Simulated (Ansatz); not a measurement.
Total density of states per atom from the program Ansatz at the LDA level (PAW), in 0.25 eV bins, energy from the Fermi level:

| E (eV) | states/eV/atom |
|---|---|
| -7.85 | 0.17 |
| -7.60 | 0.16 |
| -7.35 | 0.15 |
| -7.10 | 0.16 |
| -6.85 | 0.18 |
| -6.60 | 0.11 |
| -6.35 | 0.10 |
| -6.10 | 0.11 |
| -5.85 | 0.12 |
| -5.60 | 0.10 |
| -5.35 | 0.18 |
| -5.10 | 0.21 |
| -4.85 | 0.23 |
| -4.60 | 0.29 |
| -4.35 | 0.30 |
| -4.10 | 0.33 |
| -3.85 | 0.37 |
| -3.60 | 0.39 |
| -3.35 | 0.39 |
| -3.10 | 0.37 |
| -2.85 | 0.36 |
| -2.60 | 0.42 |
| -2.35 | 0.39 |
| -2.10 | 0.40 |
| -1.85 | 0.43 |
| -1.60 | 0.38 |
| -1.35 | 0.42 |
| -1.10 | 0.36 |
| -0.85 | 0.38 |
| -0.60 | 0.36 |
| -0.35 | 0.41 |
| -0.10 | 0.45 |
| 0.15 | 0.45 |
| 0.40 | 0.39 |
| 0.65 | 0.41 |
| 0.90 | 0.43 |
| 1.15 | 0.48 |
| 1.40 | 0.47 |
| 1.65 | 0.46 |
| 1.90 | 0.50 |
| 2.15 | 0.51 |
| 2.40 | 0.55 |
| 2.65 | 0.54 |
| 2.90 | 0.47 |
| 3.15 | 0.48 |
| 3.40 | 0.51 |
| 3.65 | 0.61 |
| 3.90 | 0.54 |
| 4.15 | 0.58 |
| 4.40 | 0.60 |
| 4.65 | 0.61 |

Question: Pick the material that matches.
A. PbSe, P-6m2 (Pb on 1a, Se on 1f)
B. Mg2Sn, C2/m (Mg on 4i, Mg on 4i, Sn on 4i)
C. YHSe, P-6m2 (Y on 1a, H on 1c, Se on 1f)
D. TaS2, P6_3/mmc (Ta on 2b, S on 4f)

Answer: B, Mg2Sn, C2/m (Mg on 4i, Mg on 4i, Sn on 4i). Within 0.5 eV of the Fermi level: Sn 5p 43 %, Mg 3s 32 %, outside the projected shells 21 %. Projections are on Löwdin-orthogonalised atomic valence shells; empty p or d shells of many metals are not among them.

The first step of the workflow began from a Materials Project structure, measured or hypothetical; the Crystallography Open Database copy checked does not list it. COD files the formula under space group No. 225, 227, so this cell is another polymorph or a model. Whether it is the stable phase at ambient conditions was not checked. The cell was relaxed with LDA under the symmetry of its start; of distortions, only those at the zone centre were tested. Scalar-relativistic: spin–orbit coupling is off unless named, which matters more the heavier the elements.

Potentials: the later of the program's two PAW sets.
